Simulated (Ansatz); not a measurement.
Calculation log, LuTlSe$_{2}$ (R-3m) (phonons)

Level of theory: PBEsol, all-electron LAPW in Ansatz 0.2.0, scalar-relativistic.

The cell comes from a PAW relaxation under the same functional.

The structure is one entry of a database and needn't be the stable phase.

Launched as:

```sh
ansatz run input.yaml --threads 1 --pin off --max-ram 3072MiB --backend cpu --events-out ev --progress --plain --runs-dir out
```

input.yaml:

```yaml
crystal:
  lattice:
    - [2.01276087937, 1.16206803552, 7.63358916007]
    - [-2.01276087937, 1.16206803552, 7.63358916007]
    - [0.0, -2.32413607104, 7.63358916007]
  atoms:
    - { symbol: Lu, position: [0.0, 0.0, 0.0] }
    - { symbol: Tl, position: [0.5, 0.5, 0.5] }
    - { symbol: Se, position: [0.734672849655, 0.734672849655, 0.734672849655] }
    - { symbol: Se, position: [0.265327150345, 0.265327150345, 0.265327150345] }
kpoints:
  mp_grid: { grid: [6, 6, 6] }
scf:
  occupations: { method: fixed }
hamiltonian:
  xc: pbesol
  pseudopotentials: { kind: all_electron, lapw: { basis_error: 0.0005 } }
phonons:
  supercell: [1, 1, 1]
```

The program printed:

```
Warning: RAYON_NUM_THREADS=1 ignored (pool sized by the plan → 1); use --threads N
LAPW: plane waves up to 8.761 Å⁻¹, error target 5.0e-4 eV per atom; small_component_spin mean_spin; Se in spheres of 1.273 Å, 24 of its electrons in bands, Dirac shells []; Lu in spheres of 1.441 Å, 41 of its electrons in bands, ...
Engine: ansatz 0.2.0, x86_64-unknown-linux-gnu
Pseudopotentials: kind: all_electron
Pseudopotential: Lu, LAPW, valence charge 41, lapw/all_electron/scalar/gaussian/Lu, Koelling and Harmon's equation, gaussian nucleus
Pseudopotential: Tl, LAPW, valence charge 45, lapw/all_electron/scalar/gaussian/Tl, Koelling and Harmon's equation, gaussian nucleus
Pseudopotential: Se, LAPW, valence charge 24, lapw/all_electron/scalar/gaussian/Se, Koelling and Harmon's equation, gaussian nucleus
Functional definition: PBEsol
  exchange = pbesol_x
  correlation = pbesol_c
davidson cushion auto → on  (no smearing: the cushion is to keep the highest requested band from converging to the state above it; pin scf.eigensolver.cushion to override)
Crystal: 4 atoms, lattice volume = 107.128 Å³
Basis set: ecut = 292.405678815231 eV, 1233 PW (Γ), FFT grids on a1−a3, a2−a3, a3, exchange–correlation at level 2
Bands: 81, of which v1, the nominal top of the filled ones, is band 67 counted from 1 (66 counted from 0)
Symmetry: 12 space group operations
k-points: 32 of 216
Non-local potential: Lu, projectors of the file, none
Non-local potential: Tl, projectors of the file, none
Non-local potential: Se, projectors of the file, none
Initial density: superposition of atomic densities (chi_scale 0.1, normalization cell, long waves kept (reshape's long-wave potential 0.05 eV rms))
Initial wavefunctions: plane waves of lowest kinetic energy (no species holds an atomic orbital)
Functional: x = pbesol(κ = 0.804, μ = 0.12345679012345678), c = pbesol(β = 0.046)
iter 1 solved again at ethr=1.65e-3 eV; its pass at ethr=1.00e-1 eV (dr2=2.21e0 eV) is discarded
[... 61 lines left out ...]
SCF iter   3: F=—  HF=-1078916.759973 eV  |F-HF|=—  |Δ(HF+E_count)|=   1.58e-5  Δρ=5.27e-5  dr2=5.23e-6  ethr=3.90e-9  ⟨swp⟩=2.0  Hψ=29379  notcnv=0
SCF iter   4: F=—  HF=-1078916.759973 eV  |F-HF|=—  |Δ(HF+E_count)|=   7.41e-7  Δρ=1.17e-5  dr2=3.30e-7  ethr=3.90e-9  ⟨swp⟩=3.0  Hψ=17248  notcnv=0
SCF iter   5: F=—  HF=-1078916.759973 eV  |F-HF|=—  |Δ(HF+E_count)|=   1.70e-7  Δρ=4.64e-6  dr2=2.66e-8  ethr=2.47e-10  ⟨swp⟩=3.0  Hψ=17407  notcnv=0
SCF iter   6: F=—  HF=-1078916.759973 eV  |F-HF|=—  |Δ(HF+E_count)|=   3.73e-9  Δρ=2.57e-6  dr2=8.77e-9  ethr=2.13e-11 (applied; sched 1.98e-11)  ⟨swp⟩=3.0  Hψ=17945  notcnv=0
SCF iter   7: F=—  HF=-1078916.759973 eV  |F-HF|=—  |Δ(HF+E_count)|=   1.89e-8  Δρ=1.65e-6  dr2=3.11e-9  ethr=1.99e-11 (applied; sched 6.54e-12)  ⟨swp⟩=2.0  Hψ=17068  notcnv=0
SCF iter   8: F=-1078916.759973 eV  HF=-1078916.759973 eV  |F-HF|=0.00e0  |Δ(HF+E_count)|=  9.31e-10  Δρ=6.62e-7  dr2=5.83e-10  ethr=1.99e-11 (applied; sched 2.32e-12)  ⟨swp⟩=2.0  Hψ=17068  notcnv=0
SCF 5 converged in 8 iterations: F = -1078916.759973 eV  dr2 = 5.83e-10
SCF converged after 13 iterations
Free energy (F): -1078916.760183 eV
Harris-Foulkes:  -1078916.760183 eV  (|F-HF|=2.33e-10)
Internal energy: -1078916.760183 eV  (E = F + TS)
E sigma→0 (E₀):  -1078916.760183 eV
Fermi energy:    12.334635 eV
--- Per-component energies (eV) ---
  E_band       = -12362.118816
  E_kinetic    = 1206935.678101
  E_xc         = -22996.364865
  E_electrostatic = -2262856.073419  (all electrons and nuclei)
  E_smearing   = -0.000000  (= −TS)
  E_closure    = 0.000000  (closes the sum)
  Σ components = -1078916.760183   (vs F -1078916.760183, Δ=0.00e0)
  Basis errors (estimates in eV, not in F): energy 1.9e-4 per atom: plane waves 1.7e-4 (9.2e-5 summed), levels above the bands 0.0e0, relativity 1.8e-8, radial functions 2.0e-5, core shells 4.4e-8; eigenvalues (radial functions ...
--- Forces (eV/Å), atoms counted from 1 ---
  atom   1  Lu     0.00000000    -0.00000000     0.00000000
  atom   2  Tl    -0.00000000     0.00000000     0.00000000
  atom   3  Se     0.00000000     0.00000000     0.00169715
  atom   4  Se     0.00000000    -0.00000000    -0.00169715
  max |Σ_I F_I| component: 5.27e-31 eV/Å
--- Phonons: 4 displaced members + reference (amplitude 0.01 Å, Σ member SCF iterations 32) ---
  symmetry images taken by strict's conditions (phonons.symmetry_images: auto; settled by no image being taken that strict refuses)
  ASR residual: 4.977e-4 → 0.000e0 eV/Å²; symmetrization residual: 2.644e-4 eV/Å²
  largest component of a force at the reference: 1.7e-3 eV/Å
  ASR residual per site (eV/Å²): 1.11e-4 1.11e-5 4.98e-4 4.98e-4
  Γ frequencies (cm⁻¹): 0.00 0.00 0.00 43.07 43.07 67.04 122.81 122.81 131.09 131.09 162.18 165.17
  density of states and harmonic sums: on the 18×18×18 q-mesh, interpolated from the force constants of a 1×1×1 supercell (no non-analytic term)
  largest difference from the sums on the solved wave vectors: F 6.87e-1 eV, S 9.46e-4 and C_V 2.58e-4 eV/K
```

The run converged.

Zone-centre phonons:

Harmonic phonons of a crystal by Kohn-Sham DFT at the given cell, standard atomic masses, acoustic sum rule imposed; negative wavenumbers are unstable modes; optical zone-centre levels upwards with Mulliken labels, activity, and the element with most of the kinetic energy.

```
Point group : -3m
```

| number | phonon wavenumber (cm⁻¹) | label | infrared | raman | lead element |
| --- | --- | --- | --- | --- | --- |
| 1 | 43.1 | Eu | yes | no | Tl |
| 2 | 67 | A2u | yes | no | Tl |
| 3 | 122.8 | Eu | yes | no | Se |
| 4 | 131.1 | Eg | no | yes | Se |
| 5 | 162.2 | A2u | yes | no | Lu |
| 6 | 165.2 | A1g | no | yes | Se |

Keep in mind: no spin-orbit coupling on heavy atoms; zone-boundary modes aren't tested; no LO-TO term at the zone centre.

It took 12 min on 1 thread of Intel(R) Xeon(R) Platinum 8488C (Sapphire Rapids) (shared host), peak memory 1.1 GiB.
